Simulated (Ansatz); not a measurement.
# Trial structures of ZrMo2C2: starts and ends

Theory: DFT PBE, scalar-relativistic, plane waves, PAW (Ansatz 0.2.0). Settings: cutoff 420 eV, Γ-centred meshes spaced at most about 0.3 Å⁻¹, and about 0.25 Å⁻¹ or finer for metals (2π included), Gaussian smearing. No spin polarisation in the final relaxations.

Each guess was relaxed in cell and atoms at zero pressure, within the symmetry of its start. All energies are static (0 K, no zero-point motion). Coordination counts C atoms around Mo and Zr (those within 1.25 times the shortest such distance or 1.15 times the sum of covalent radii, 1.27 where that leaves under three; a plus sign parts nearer from farther groups; a slash parts the counts of unlike sites).

```csv
guess,made from,start group,V start (Å³/atom),end group,V end (Å³/atom),coordination at the end,gap on mesh (eV),E over the lowest end (meV/atom)
1,random cell,P6/mmm,18.7,?,?,?,?,?
2,random cell,P4/mmm,16.6,P4/mmm,12.2,"Zr 8, Mo 4",0,70
3,HoSi2Pd2 type,I4/mmm,15.6,I4/mmm,14.9,"Zr 2+8, Mo 4",0,215
4,CeSb2Pd2 type,P4/nmm,14.9,P4/nmm,12.6,"Zr 5, Mo 4/1+4",0,0
```

Guess 1 as it starts:

```xyz
5
Lattice="4.3474 0.0000 0.0000 -2.1737 3.7649 0.0000 0.0000 0.0000 5.7041" Properties=species:S:1:pos:R:3 pbc="T T T"
Zr    0.0000    0.0000    0.0000
Mo    0.0000    2.5099    2.8520
Mo    2.1737    1.2550    2.8520
C     0.0000    0.0000    4.0734
C     0.0000    0.0000    1.6307
```

Q: Fill in the missing row: what does this guess relax into, and where does it rank?

A: It ends in space group P6/mmm (No. 191), with a = 4.188 Å, c = 5.590 Å, 17.0 Å³/atom and no gap. It lies 0.80 eV/atom over the lowest end, above guess 3 and so the highest of the set. Counting C atoms around Mo and Zr, this end has Zr 2, Mo 6 and the lowest (guess 4) has Zr 5, Mo 4/1+4. This end holds C–C pairs (shortest 1.35 Å); in the lowest (guess 4) the shortest C–C distance is 2.94 Å.

```cif
data_structure
_symmetry_space_group_name_H-M 'P 1'
_symmetry_Int_Tables_number 1
_cell_length_a 4.1882
_cell_length_b 4.1882
_cell_length_c 5.5904
_cell_angle_alpha 90.000
_cell_angle_beta 90.000
_cell_angle_gamma 120.000
_cell_volume 84.93
loop_
_atom_site_label
_atom_site_type_symbol
_atom_site_fract_x
_atom_site_fract_y
_atom_site_fract_z
_atom_site_occupancy
Zr1 Zr 0.00000 0.00000 0.00000 1
Mo1 Mo 0.33333 0.66667 0.50000 1
Mo2 Mo 0.66667 0.33333 0.50000 1
C1 C 0.00000 0.00000 0.62086 1
C2 C 0.00000 0.00000 0.37914 1
```

Energies over the elements count from the elements' standard structures at the same level, with no fitted energy shifts.

Q: Is the lowest end bound against the elements?

A: No: its formation energy is +0.09 eV/atom. A positive value: parting into the elements would lower its energy.

The reference form of C is held partly by dispersion forces, which this level lacks. Cells relaxed within their symmetry can be saddle points. A lower structure may well exist outside this small set. Some candidate types were left out of the draw beforehand, so a known form may be missing.
